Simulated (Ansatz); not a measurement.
Fermi surface of Sc (P6_3/mmc)

```
CELL_PARAMETERS angstrom
3.27530 0.00000 0.00000
-1.63765 2.83650 0.00000
0.00000 0.00000 5.10589
ATOMIC_POSITIONS crystal
Sc 0.33333 0.66667 0.25000
Sc 0.66667 0.33333 0.75000
```

Level of theory, where no other is named: PBEsol, all-electron LAPW in Ansatz 0.2.0, scalar-relativistic. k mesh 14×14×8, fine mesh 20×20×12, Fermi-Dirac smearing of 0.100 eV, basis error target 1 meV/atom. The cell was relaxed by PAW under this functional, which moved its volume by -5 % from the database entry's.

Levels and slopes are solved on a 20×20×12 mesh, and each state is taken as quadratic over its cell.

**Question.** What is the density of states at the Fermi level, and which bare Sommerfeld coefficient follows?

**Answer.** N(E_F) = 1.9 states/eV/atom (both spins), so γ = (π²/3) k_B² N(E_F) = 4.47 mJ/(mol-atom K²) without electron-phonon or spin-fluctuation enhancement.

**Question.** What Drude plasma energy and σ/τ do the band velocities give?

**Answer.** (ħω_p,α)² = (e²/ε₀VN_k) Σ_nkσ (∂E/∂k_α)² δ(E − E_F) gives ħω_p = (3.21, 3.21, 5.11) eV along x, y, z, and σ/τ = ε₀ω_p² = 2.11×10²⁰ Ω⁻¹m⁻¹s⁻¹ along x. Weighted by the density of states, the mean Fermi speed is 0.269×10⁶ m/s; the surface has an area of 17.6 Å⁻² for each spin direction.

**Question.** Which bands cross the Fermi level, and what do they carry?

**Answer.** 

```tsv
band	filled part	N (states/eV/cell)	speed (10⁶ m/s)	5th to 95th percentile	area (Å⁻²)	filling
1	0.66	2.01	0.27	0.19 to 0.33	9.37	partly filled
2	0.34	1.78	0.268	0.21 to 0.38	8.19	partly filled
```

**Question.** Map the plane k₃ = 0 of the mesh: how many bands lie under the Fermi level at each point, counted from the least on the plane?

**Answer.** k₁ runs to the right and k₂ upwards, each from −½ to ½ with 0 in the middle (the axes needn't be at right angles):
```
22222222222222222222
22222222222222222222
22221111112222222222
22211111111122222222
22211111111112222222
22211100000111222222
22211100000011122222
22211100000001112222
22211100000000111222
22221100000000011222
22221110000000011122
22222111000000011122
22222211100000011122
22222221110000011122
22222222111111111122
22222222211111111122
22222222222111111222
22222222222222222222
22222222222222222222
22222222222222222222
```

**Question.** On PAW files the program sums the optical response inside the mesh cells, interband lines and its own Drude term. Where does ε₁ rise through zero (a sharp plasmon if ε₂ is small there), and how much light is reflected?

**Answer.** 

| Item | Value |
| --- | --- |
| Fine mesh | 20, 20, 12 |
| Window top | 20 eV |
| Line width | 0.2 eV |
| Drude damping | 0.03 eV |
| ε₁ rises through zero at x | 0.63, 5.29, 7.28, 12.69 eV |
| ε₂ there x | 26.69, 1.98, 1.88, 0.29 |
| ε₁ rises through zero at z | 1.02, 5.55, 7.27, 12.3 eV |
| ε₂ there z | 17.7, 2.08, 1.8, 0.3 |
| Plasma energy (x, y, z) | 3.103, 3.103, 4.578 eV |
| Reflectivity at 1 eV, x-polarised | 0.5489 |
| Reflectivity at 2 eV, x-polarised | 0.6044 |
| Reflectivity at 3 eV, x-polarised | 0.5313 |

The plasma energy here is the program's own sum at the run's smearing; it differs from the value above by up to 10 %, through mesh and smearing.

**Question.** What does PAW give for the same cell?

**Answer.** N(E_F) = 1.9 states/eV/atom and ħω_p,x = 3.21 eV.

Known limits: large density of states at the Fermi level, a magnetic or distorted state may lie lower; these sums move with the mesh, by several per cent and more for small sheets; frozen-core PAW files fitted under PBE, their cores solved anew for the functional of the run.
